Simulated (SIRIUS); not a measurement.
Consider a self-consistent single point of Cu (I4/mmm, 1 atom in the cell; from Materials Project mp-1010136, changed as shown).

```yaml
crystal:
  lattice:
    - [-1.45555, 1.45555, 1.36676]
    - [1.45555, -1.45555, 1.36676]
    - [1.45555, 1.45555, -1.36676]
  atoms:
    - { symbol: Cu, position: [0.00000, 0.00000, 0.00000] }
```

All values come from this method and carry its errors: PBEsol, GBRV PBEsol ultrasoft pseudopotentials (plane waves; SIRIUS 7.12.0).

SIRIUS settings:

```
key                                                                      value
--------------------------------------  --------------------------------------
parameters.ngridk                                                     13 13 13
parameters.xc_functionals                 [XC_GGA_X_PBE_SOL, XC_GGA_C_PBE_SOL]
parameters.gk_cutoff                                              6.325 1/bohr
parameters.pw_cutoff                                             14.143 1/bohr
parameters.shiftk                                                        1 1 1
parameters.smearing                                                   gaussian
parameters.smearing_width                                        0.00183747 Ha
potentials                              GBRV PBEsol ultrasoft pseudopotentials
parameters.electronic_structure_method                         pseudopotential
parameters.num_bands                                                        14
parameters.num_mag_dims                                                      0
parameters.num_dft_iter                                                    100
parameters.energy_tol                                                 1e-07 Ha
parameters.density_tol                                                   1e-06
mixer.type                                                            anderson
mixer.beta                                                                 0.5
mixer.use_hartree                                                        false
```

Results:

```
Property                                                 Result
------------------------------------------------  -------------
Number of valence electrons                                  19
Number of bands                                              14
Number of k-points after the program's reduction            196
Number of plane waves (most at a k-point)                   346
Number of SCF iterations                                     22
FFT grid                                           24 × 24 × 24
Free energy E − TS                                -5489.9597 eV
Fermi level (on the code's own zero)                   16.33 eV
Pressure                                              -2.83 GPa
```

Stress (GPa, positive for compression):
```
-3.27   0.00   0.00
 0.00  -3.27   0.00
 0.00   0.00  -1.96
```

For comparison: a first run was changed to give this one (volume scaled by 1.01), and from it to this one the free energy goes up by 1.2 meV/atom and the pressure goes from -1.25 to -2.83 GPa.

The structure comes from a collection of computed structures, made at another level of theory; the collection holds predicted forms beside known ones. No clean gap shows at this smearing width and mesh (spacing up to 0.24 Å⁻¹); the mesh is coarse for partly filled bands, so the values carry mesh errors.

Cost on one core: roughly 50 core-seconds.
